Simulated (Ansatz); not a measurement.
A plane-wave DFT run in Ansatz 0.2.0 (scalar-relativistic PAW potentials unless the input names others): input and command.

```yaml
crystal:
  lattice:
    - [4.4714429695, 0.0, 0.0]
    - [0.0, 4.4714429695, 0.0]
    - [0.0, 0.0, 4.4714429695]
  atoms:
    - { symbol: Rb, position: [0.0, 0.0, 0.0] }
    - { symbol: Ca, position: [0.5, 0.5, 0.5] }
    - { symbol: H, position: [0.0, 0.5, 0.5] }
    - { symbol: H, position: [0.5, 0.0, 0.5] }
    - { symbol: H, position: [0.5, 0.5, 0.0] }
basis:
  ecutwfc: 500
kpoints:
  mp_grid: { grid: [6, 6, 6] }
hamiltonian:
  xc: r2scan
  pseudopotentials: { kind: nc }
scf:
  occupations: { method: gaussian, width: 0.02 }
output:
  forces: true
  eigenvalues: true
  stress: true
```

```bash
ansatz run input.yaml --threads 1 --pin off --max-ram 2560MiB --backend cpu --events-out ev --progress --plain --runs-dir out
```

Abridged log:
```
Warning: basis.ecutwfc = 500 eV is below the records' recommended 1260 eV, and the density's cutoff is lower with it unless basis.ecutrho_ratio is high enough to keep the records' density cutoff: compare with a run at a higher cutoff
Basis set: ecut = 500 eV, 2301 PW (Γ), exchange–correlation on 144×144×144 points (64 copies of the dense FFT grid, shifted against one another)
Bands: 16, of which v1, the nominal top of the filled ones, is band 11 counted from 1 (10 counted from 0)
Symmetry: 48 space group operations
k-points: 20 of 216
SCF iter   1: F=—  HF=-1992.930763 eV  |F-HF|=—  |Δ(HF+E_count)|=         —  Δρ=5.66e-2  dr2=3.10e0  dr2_τ=2.16e-1  ethr=3.10e-3  ⟨swp⟩=10.5  Hψ=2679  notcnv=0
SCF iter   2: F=—  HF=-1992.388683 eV  |F-HF|=—  |Δ(HF+E_count)|=   5.42e-1  Δρ=2.60e-2  dr2=7.72e-1  dr2_τ=5.23e-2  ethr=3.10e-3  ⟨swp⟩=3.1  Hψ=694  notcnv=0  defer=20
SCF iter   3: F=—  HF=-1992.234283 eV  |F-HF|=—  |Δ(HF+E_count)|=   1.54e-1  Δρ=4.64e-3  dr2=1.11e-2  dr2_τ=1.49e-3  ethr=3.10e-3  ⟨swp⟩=3.1  Hψ=669  notcnv=0
automatic band count: iteration 3 solves 15 bands in place of 16: the levels show a gap, and the empty bands left out lie too high to hold charge; the band table lists the bands solved (type scf.n_extra_bands for more)
SCF iter   4: F=—  HF=-1992.240572 eV  |F-HF|=—  |Δ(HF+E_count)|=   6.29e-3  Δρ=8.10e-4  dr2=9.66e-4  dr2_τ=5.11e-5  ethr=5.03e-5  ⟨swp⟩=4.2  Hψ=666  notcnv=0
SCF iter   5: F=—  HF=-1992.240354 eV  |F-HF|=—  |Δ(HF+E_count)|=   2.18e-4  Δρ=1.13e-4  dr2=9.80e-6  dr2_τ=1.51e-6  ethr=4.39e-6  ⟨swp⟩=2.4  Hψ=449  notcnv=0
SCF iter   6: F=—  HF=-1992.240362 eV  |F-HF|=—  |Δ(HF+E_count)|=   7.43e-6  Δρ=2.91e-5  dr2=7.56e-7  dr2_τ=1.40e-7  ethr=4.46e-8  ⟨swp⟩=3.5  Hψ=611  notcnv=0
SCF iter   7: F=-1992.240361 eV  HF=-1992.240362 eV  |F-HF|=3.75e-9  |Δ(HF+E_count)|=   1.10e-8  Δρ=4.30e-6  dr2=1.65e-8  dr2_τ=2.25e-9  ethr=4.55e-10  ⟨swp⟩=9.8  Hψ=1947  notcnv=0
SCF 1 converged in 7 iterations: F = -1992.240361 eV  dr2 = 1.65e-8
SCF converged after 7 iterations
Free energy (F): -1992.240361 eV
Harris-Foulkes:  -1992.240362 eV  (|F-HF|=3.75e-9)
Internal energy: -1992.240361 eV  (E = F + TS)
E sigma→0 (E₀):  -1992.240361 eV
Fermi energy:    4.085313 eV
--- Forces (eV/Å), atoms counted from 1 ---
  atom   1  Rb     0.00000000     0.00000000     0.00000000
  atom   2  Ca     0.00000000     0.00000000     0.00000000
  atom   3  H      0.00000000     0.00000000     0.00000000
  atom   4  H      0.00000000     0.00000000     0.00000000
  atom   5  H      0.00000000     0.00000000     0.00000000
--- Stress (GPa, compression-positive) ---
        1.159510       0.000000       0.000000
        0.000000       1.159510       0.000000
        0.000000       0.000000       1.159510
  P = ⅓ Tr σ = 1.1595 GPa (11.595 kbar)
```

Apart from outputs and empty bands, the input differs from a reference run on usual settings in hamiltonian.pseudopotentials: not typed → {"kind": "nc"}. The reference, at the same geometry (not necessarily relaxed), gave pressure 0.79 GPa, largest force 0.000 eV/Å, gap on the mesh 3.75 eV. This run converged in 7 SCF iterations (reference: 6) with a total energy on another zero, pressure 1.16 GPa, largest force 0.000 eV/Å, gap on the mesh 3.84 eV. Its cutoff is looser than usual. The Hamiltonian differs as well, so the change in the result can't be put down to that alone.

It took 28 s on 1 thread of AMD EPYC (Zen 3), with other jobs on the host, peak memory 0.51 GiB.